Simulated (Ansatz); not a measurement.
Input, command and steps of an Ansatz relaxation.

```yaml
crystal:
  lattice:
    - [6.13, 0.0, 0.0]
    - [0.0, 3.87, 0.0]
    - [0.0, 0.0, 6.32]
  atoms:
    - { symbol: Sn, position: [0.818, 0.75, 0.59] }
    - { symbol: Sn, position: [0.182, 0.25, 0.41] }
    - { symbol: Sn, position: [0.682, 0.25, 0.09] }
    - { symbol: Sn, position: [0.318, 0.75, 0.91] }
    - { symbol: Pd, position: [0.993, 0.75, 0.182] }
    - { symbol: Pd, position: [0.007, 0.25, 0.818] }
    - { symbol: Pd, position: [0.507, 0.25, 0.682] }
    - { symbol: Pd, position: [0.493, 0.75, 0.318] }
basis:
  ecutwfc: 420
kpoints:
  mp_grid: { grid: [6, 10, 6] }
hamiltonian:
  xc: pbesol
scf:
  occupations: { method: gaussian, width: 0.1 }
output:
  forces: true
  stress: true
  eigenvalues: true
relax:
  adjacent_minimum: "off"
  f_tol: 0.01
  max_steps: 40
```

```bash
ansatz run input.yaml --threads 2 --pin off --max-ram 5120MiB --backend cpu --events-out ev --progress --plain --runs-dir out
```

The calculation used DFT PBEsol, scalar-relativistic, plane waves, PAW in Ansatz 0.2.0.

Of 4 frames 3 are shown, positions in Å and forces in eV/Å; the SCF threshold varies from step to step.

```xyz
8
Lattice="6.1300 0.0000 0.0000 0.0000 3.8700 0.0000 0.0000 0.0000 6.3200" Properties=species:S:1:pos:R:3:forces:R:3 pbc="T T T" step=1 free_energy_over_end_meV_per_atom=4.81
Sn    5.0143    2.9025    3.7288   -0.2566    0.0000    0.1439
Sn    1.1157    0.9675    2.5912    0.2566    0.0000   -0.1439
Sn    4.1807    0.9675    0.5688    0.2566    0.0000    0.1439
Sn    1.9493    2.9025    5.7512   -0.2566    0.0000   -0.1439
Pd    6.0871    2.9025    1.1502   -0.2148    0.0000    0.0208
Pd    0.0429    0.9675    5.1698    0.2148    0.0000   -0.0208
Pd    3.1079    0.9675    4.3102    0.2148    0.0000    0.0208
Pd    3.0221    2.9025    2.0098   -0.2148    0.0000   -0.0208
8
Lattice="6.1300 0.0000 0.0000 0.0000 3.8700 0.0000 0.0000 0.0000 6.3200" Properties=species:S:1:pos:R:3:forces:R:3 pbc="T T T" step=2 free_energy_over_end_meV_per_atom=2.48
Sn    4.9413    2.9025    3.7675    0.2453    0.0000   -0.1060
Sn    1.1887    0.9675    2.5525   -0.2453    0.0000    0.1060
Sn    4.2537    0.9675    0.6075   -0.2453    0.0000   -0.1060
Sn    1.8763    2.9025    5.7125    0.2453    0.0000    0.1060
Pd    6.0595    2.9025    1.1801    0.0473    0.0000    0.0645
Pd    0.0705    0.9675    5.1399   -0.0473    0.0000   -0.0645
Pd    3.1355    0.9675    4.3401   -0.0473    0.0000    0.0645
Pd    2.9945    2.9025    1.9799    0.0473    0.0000   -0.0645
8
Lattice="6.1300 0.0000 0.0000 0.0000 3.8700 0.0000 0.0000 0.0000 6.3200" Properties=species:S:1:pos:R:3:forces:R:3 pbc="T T T" step=4 free_energy_over_end_meV_per_atom=0.00
Sn    4.9743    2.9025    3.7492    0.0069    0.0000   -0.0083
Sn    1.1557    0.9675    2.5708   -0.0069    0.0000    0.0083
Sn    4.2207    0.9675    0.5892   -0.0069    0.0000   -0.0083
Sn    1.9093    2.9025    5.7308    0.0069    0.0000    0.0083
Pd    6.0585    2.9025    1.1714    0.0055    0.0000   -0.0018
Pd    0.0715    0.9675    5.1486   -0.0055    0.0000    0.0018
Pd    3.1365    0.9675    4.3314   -0.0055    0.0000   -0.0018
Pd    2.9935    2.9025    1.9886    0.0055    0.0000    0.0018
```

Time: 3.6 min on 2 threads of Intel(R) Xeon(R) Processor @ 2.50GHz (Skylake/Cascade Lake), on a shared host, peak memory 1 GiB.